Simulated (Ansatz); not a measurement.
PbTe (rock salt)

```xyz
4
Lattice="0.0000 6.5342 6.5342 3.2671 0.0000 3.2671 3.2671 3.2671 0.0000" Properties=species:S:1:pos:R:3 pbc="T T T"
Te     0.0000     0.0000     0.0000
Te     0.0000     3.2671     3.2671
Pb     3.2671     3.2671     3.2671
Pb     3.2671     6.5342     6.5342
```

In this cell atom 3 (Pb, nearest neighbour Te at 3.267 Å; its periodic images, 4.6 Å or more away, move with it) is moved by s along Cartesian [110], unit vector (0.707, 0.707, 0.000); all other atoms and the cell stay fixed.

Method: r2SCAN (plane waves to 500 eV, PAW, scalar-relativistic; Ansatz, a first-principles code). k mesh 7×7×7 (Γ-centred), Fermi-Dirac smearing 0.05 eV. E stands for the smeared free energy. PbTe was relaxed with its symmetry unable to fall. Spin-orbit coupling is left out, though Pb and Te are heavy. The zero of ΔE is the undisplaced structure.

```csv
s (Å),ΔE (meV/cell)
-0.330,71.5
-0.264,43.0
-0.198,22.9
-0.132,9.8
-0.066,2.4
0.000,0.0
0.066,2.4
0.132,9.8
0.198,22.9
0.264,43.0
0.330,71.5
```

Q: What force constant k = d²E/ds² at s = 0 does the table give?

A: 1.1 eV/Å². It is the second difference of the nearest points, corrected with the next pair.

Q: With k = 1.08 eV/Å² from the forces, is the well harmonic out to s = 0.330 Å?

A: ½ks² = 59.1 meV/cell against the computed 71.5 meV/cell, so the well is stiffer than harmonic there.

(For displaced atoms, the force is minus the slope of the energy, and its curvature is a force constant, which sets phonon frequencies.)
